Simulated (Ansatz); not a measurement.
## HfB2: pressure against volume, fitted

```xyz
3
Lattice="3.1400 0.0000 0.0000 -1.5700 2.7193 0.0000 0.0000 0.0000 3.4800" Properties=species:S:1:pos:R:3 pbc="T T T"
Hf    0.0000    0.0000    0.0000
B     0.0000    1.8129    1.7400
B     1.5700    0.9064    1.7400
```

Atom numbers follow the list: Hf1, B2, B3.

The cell comes from COD entry 1510711, which wasn't checked; take it as a given geometry.

No spin–orbit coupling, which matters for the heavy atoms here.

All numbers below come from Ansatz 0.2.0, DFT, PBEsol, all-electron LAPW, scalar-relativistic.

Numerical set-up: a Γ-centred 15×15×12 k mesh, Fermi–Dirac smearing of 0.03 eV, basis error target 1 meV/atom, no spin polarisation.

The cell is scaled evenly. Fractional coordinates are held (clamped ions).

```tsv
V (Å³/atom)	P (GPa)
9.509	6.53
9.707	0.85
9.806	-1.79
9.905	-4.30
10.004	-6.70
10.103	-8.97
10.301	-13.20
10.499	-17.04
```

(1) Fit a third-order Birch–Murnaghan curve to the pressures.

(2) Predict the pressure at the withheld volume, 9.311 Å³/atom.

## Answers

(1) P = (3B0/2)(y^(7/2) − y^(5/2))[1 + (3/4)(B0′ − 4)(y − 1)] with y = (V0/V)^(2/3) fits within 0.01 GPa for V0 = 9.738 Å³/atom, B0 = 261.7 GPa and B0′ = 3.85.

(2) There y = 1.0304, so the fit gives 12.81 GPa; the run gave 12.81 GPa.
